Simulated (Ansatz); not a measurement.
GaSb (zinc blende, F-43m), DFT-r²SCAN in the program Ansatz with PAW potentials. The conduction-band minimum lies at Γ, with 1 equivalent valley. Second derivatives d²E/dk² of the lowest band at one valley (eV·Å²), along Cartesian directions:

```csv
direction,d²E/dk²
[100],336.9
[010],336.9
[001],336.9
[110],336.5
[101],336.5
[011],336.5
```

Question: Find the principal effective masses, the density-of-states mass and the conductivity mass.

Answer: Off-diagonal terms follow from H_xy = H[110] − (H_xx + H_yy)/2, and m*/mₑ = 7.620 eV·Å² over each eigenvalue: 0.023, 0.023, 0.023. One valley's DOS mass (m₁m₂m₃)^(1/3) = 0.023, conductivity mass 3/(Σ 1/mᵢ) = 0.023 mₑ.

Question: What effective density of states Nc follows at 300 K for parabolic valleys?

Answer: Nc = 2.509e19 × 1 × (0.023)^(3/2) ≈ 8.8e16 cm⁻³.

The r²SCAN relaxation kept the symmetry of its start; of distortions, only those at the zone centre were tested. Scalar-relativistic: spin–orbit coupling is off unless named, which matters more the heavier the elements.

Potentials: the later of the program's two PAW sets.

Edges and masses are those of Kohn–Sham bands, whose gap is no quasiparticle gap.
